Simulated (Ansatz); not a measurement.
BaMgF₄:
```cif
data_Ba2F8Mg2
_chemical_formula_sum 'Ba2 Mg2 F8'
_space_group_name_H-M_alt 'P 1'
_space_group_IT_number 1
_cell_length_a 7.47668
_cell_length_b 7.47668
_cell_length_c 5.71943
_cell_angle_alpha 90.000
_cell_angle_beta 90.000
_cell_angle_gamma 147.816
loop_
_space_group_symop_operation_xyz
  'x, y, z'
loop_
_atom_site_label
_atom_site_type_symbol
_atom_site_fract_x
_atom_site_fract_y
_atom_site_fract_z
_atom_site_occupancy
Ba1 Ba 0.14737 0.85263 0.25000 1
Ba2 Ba 0.85263 0.14737 0.75000 1
Mg1 Mg 0.59108 0.40892 0.75000 1
Mg2 Mg 0.40892 0.59108 0.25000 1
F1 F 0.68709 0.31291 0.50927 1
F2 F 0.31291 0.68709 0.49073 1
F3 F 0.31291 0.68709 0.00927 1
F4 F 0.68709 0.31291 0.99073 1
F5 F 0.50000 0.50000 0.50000 1
F6 F 0.50000 0.50000 0.00000 1
F7 F 0.08758 0.91242 0.75000 1
F8 F 0.91242 0.08758 0.25000 1
```

Relaxed with PBEsol.

### Question
Which orbitals make up the states near the band edges in plane-wave PAW PBEsol (Ansatz code)?

### Answer
Top 1 eV of the valence band: F 2p 97 %. Bottom 1 eV of the conduction band: Ba 6s 43 %, Mg 3s 21 %, F 2s 15 %, outside the projected shells 14 %. Projections are on Löwdin-orthogonalised atomic valence shells; empty p or d shells of many metals are not among them.

### Question
Tabulate the density of states.

### Answer
States/eV per cell of 12 atoms, in 0.25 eV bins, energy from the valence-band maximum.

```
E (eV)  total   F 2p  Ba 6s  Mg 3s
------  -----  -----  -----  -----
-7.85    0.80   0.01   0.00   0.01
-7.60    0.00   0.00   0.00   0.00
-7.35    0.00   0.00   0.00   0.00
-7.10    0.00   0.00   0.00   0.00
-6.85    0.00   0.00   0.00   0.00
-6.60    0.00   0.00   0.00   0.00
-6.35    0.00   0.00   0.00   0.00
-6.10    0.00   0.00   0.00   0.00
-5.85    0.00   0.00   0.00   0.00
-5.60    0.00   0.00   0.00   0.00
-5.35    0.00   0.00   0.00   0.00
-5.10    0.00   0.00   0.00   0.00
-4.85    0.00   0.00   0.00   0.00
-4.60    0.00   0.00   0.00   0.00
-4.35    0.00   0.00   0.00   0.00
-4.10    0.00   0.00   0.00   0.00
-3.85    0.00   0.00   0.00   0.00
-3.60    0.44   0.38   0.00   0.05
-3.35    2.24   1.97   0.00   0.23
-3.10    3.27   2.92   0.00   0.28
-2.85    3.77   3.44   0.01   0.25
-2.60    5.51   5.09   0.03   0.26
-2.35    6.14   5.89   0.05   0.04
-2.10   13.27  12.64   0.14   0.05
-1.85   14.87  14.10   0.24   0.06
-1.60   17.24  16.42   0.12   0.05
-1.35   18.16  17.30   0.14   0.03
-1.10   17.73  16.99   0.13   0.03
-0.85   19.11  18.48   0.09   0.01
-0.60   23.67  22.96   0.05   0.01
-0.35   27.81  27.17   0.02   0.01
-0.10   18.76  18.38   0.01   0.00
0.15     0.00   0.00   0.00   0.00
0.40     0.00   0.00   0.00   0.00
0.65     0.00   0.00   0.00   0.00
0.90     0.00   0.00   0.00   0.00
1.15     0.00   0.00   0.00   0.00
1.40     0.00   0.00   0.00   0.00
1.65     0.00   0.00   0.00   0.00
1.90     0.00   0.00   0.00   0.00
2.15     0.00   0.00   0.00   0.00
2.40     0.00   0.00   0.00   0.00
2.65     0.00   0.00   0.00   0.00
2.90     0.00   0.00   0.00   0.00
3.15     0.00   0.00   0.00   0.00
3.40     0.00   0.00   0.00   0.00
3.65     0.00   0.00   0.00   0.00
3.90     0.00   0.00   0.00   0.00
4.15     0.00   0.00   0.00   0.00
4.40     0.00   0.00   0.00   0.00
4.65     0.00   0.00   0.00   0.00
4.90     0.00   0.00   0.00   0.00
5.15     0.00   0.00   0.00   0.00
5.40     0.00   0.00   0.00   0.00
5.65     0.00   0.00   0.00   0.00
5.90     0.00   0.00   0.00   0.00
6.15     0.00   0.00   0.00   0.00
6.40     0.00   0.00   0.00   0.00
6.65     0.00   0.00   0.00   0.00
6.90     0.00   0.00   0.00   0.00
7.15     0.08   0.00   0.04   0.02
7.40     0.27   0.01   0.13   0.06
7.65     0.46   0.02   0.21   0.10
7.90     0.74   0.04   0.31   0.16
8.15     2.98   0.13   0.63   0.54
8.40     6.82   0.25   0.87   1.05
8.65     6.60   0.20   0.57   0.69
8.90     4.70   0.11   0.46   0.19
9.15     9.66   0.22   0.96   0.29
9.40     8.52   0.16   0.49   0.27
9.65    11.07   0.16   0.38   0.31
9.90     8.22   0.15   0.39   0.27
10.15    7.50   0.18   0.39   0.47
10.40    5.58   0.15   0.32   0.39
10.65    5.43   0.14   0.36   0.17
10.90    4.88   0.12   0.30   0.08
11.15    5.02   0.14   0.54   0.10
11.40    3.88   0.12   0.73   0.21
11.65    2.96   0.09   0.55   0.21
11.90    5.33   0.09   0.56   0.26
```

Space group Cmcm. The workflow started from a Materials Project entry (that database holds measured and hypothetical structures alike); the Crystallography Open Database copy checked does not list it. COD files the formula under space group No. 36. Whether it is the stable phase at ambient conditions was not checked. Symmetry was held in the PBEsol relaxation. At this level the phase is dynamically unstable (imaginary phonons). Spin–orbit coupling is left out wherever it is not named.

Potentials: the earlier of the program's two PAW sets. The files were generated under PBE; for other functionals the program regenerates the frozen cores, and for LDA and PBEsol the local potential too.
